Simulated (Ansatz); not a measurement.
**Stability checks on a candidate for ZnCd3O4**

The structure comes from a generated guess, relaxed at this level; another structure or a mixture of phases may lie lower.

These are results of DFT PBE, scalar-relativistic, plane waves, PAW (Ansatz), not measurements. The final run on the 8-atom cell used 420 eV, a Γ-centred 12×12×4 mesh, 0.10 eV smearing and no spin polarisation.

```
Zn Cd O
1.0
     3.32530    0.00000    0.00000
     0.00000    3.32530    0.00000
     0.00000    0.00000    9.26878
Zn Cd O
1 3 4
Direct
  0.00000 0.00000 0.00000
  0.50000 0.50000 0.24153
  0.00000 0.00000 0.50000
  0.50000 0.50000 0.75847
  0.00000 0.00000 0.23188
  0.50000 0.50000 0.50000
  0.00000 0.00000 0.76812
  0.50000 0.50000 0.00000
```

Formation energies are uncorrected and refer to the elements' standard structures at the same level (O₂ as a molecule).

Question: These tests were run: energy against the elements; phonons on a 2×2×1 q mesh. What do they show?

Answer:

```csv
test,result
energy against the elements,−1.03 eV/atom
phonons on a 2×2×1 q mesh,imaginary modes down to 158i cm⁻¹
```

It fails one test: phonons on a 2×2×1 q mesh. So it isn't even a local minimum.

The run for the phonons used a 12×12×4 k mesh and Fermi–Dirac smearing of 0.15 eV. Another cell of ZnCd3O4 relaxed alike, in P-43m, lies 59 meV/atom lower, so this cell isn't the stable form at this level.
